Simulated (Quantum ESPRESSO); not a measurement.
# Ge7P: a curve over strain

A calculation, not a measurement. The program is pw.x of Quantum ESPRESSO 7.5 (plane-wave density functional theory). The cell is made up: 8 atoms on a zincblende/diamond lattice, with randomly drawn elements, strain and displacements, not relaxed. PseudoDojo standard norm-conserving files (v0.5 for PBE, v0.4.1 for LDA and PBEsol) set the functional; there is no spin polarisation, spin-orbit coupling or dispersion term, and the masses in the input are unused placeholders. A spin-polarised start on this cell or one of its family kept no moment.

Seven runs add a strain to one cell (shear xy, as the tensor component); the atoms follow the cell and are not relaxed. Stress in the table is positive in tension.

Input of the run at -0.0004:

```
&control calculation='scf', pseudo_dir='./dojo.nc.sr.pbe.v0_5.standard.upf', outdir='./o', disk_io='medium', tprnfor=.true., tstress=.true. /
&system ibrav=0, nat=8, ntyp=2, nbnd=62, ecutwfc=77.98206166, nosym=.true., tot_charge=0,
 occupations='smearing', smearing='fd', degauss=0.0073498644
/
&electrons conv_thr=7.350e-09, electron_maxstep=60, /
ATOMIC_SPECIES
Ge 1.0 Ge.upf
P 1.0 P.upf
CELL_PARAMETERS angstrom
5.8149 -0.0002 0.015
-0.0002 5.854 0.0517
0.015 0.0517 5.8143
ATOMIC_POSITIONS angstrom
Ge -0.0524 0.131 0.0818
Ge 0.0454 2.7691 2.8891
Ge 2.9072 -0.0062 2.8979
Ge 2.7888 2.8431 0.088
Ge 1.4519 1.4529 1.5528
Ge 1.5177 4.37 4.5972
P 4.4531 1.6403 4.2471
Ge 4.4039 4.4485 1.5613
K_POINTS automatic
6 6 6 1 1 1
```

| added strain | free energy less that of the input shown (eV) | stress xx (GPa) | stress yy (GPa) | stress zz (GPa) | stress xy (GPa) | pressure (GPa) | iterations |
| --- | --- | --- | --- | --- | --- | --- | --- |
| -0.0228 | 0.0037 | -0.30 | 1.23 | 0.02 | -1.09 | -0.32 | 11 |
| -0.0196 | -0.0041 | -0.27 | 1.26 | 0.02 | -0.79 | -0.34 | 11 |
| -0.0073 | -0.0107 | -0.20 | 1.29 | 0.01 | 0.33 | -0.37 | 11 |
| -0.0035 | -0.0056 | -0.20 | 1.27 | 0.00 | 0.67 | -0.36 | 11 |
| -0.0004 | 0.0000 | -0.20 | 1.25 | -0.01 | 0.95 | -0.35 | 11 |
| +0.0053 | 0.0173 | -0.23 | 1.18 | -0.03 | 1.46 | -0.31 | 11 |
| +0.0145 | 0.0600 | -0.33 | 1.03 | -0.08 | 2.30 | -0.21 | 11 |

A cubic fit gives a slope of stress xy against the added strain of 90 GPa at zero added strain, with the atoms clamped. Across the table the free energy follows the integral of the stress to within 0.7 meV. A rerun of one of the cells at 1347 eV and a 8 x 8 x 8 mesh moved values by no more than 0.003 eV in energy, 0.05 GPa in stress and 0.012 eV/Å in force.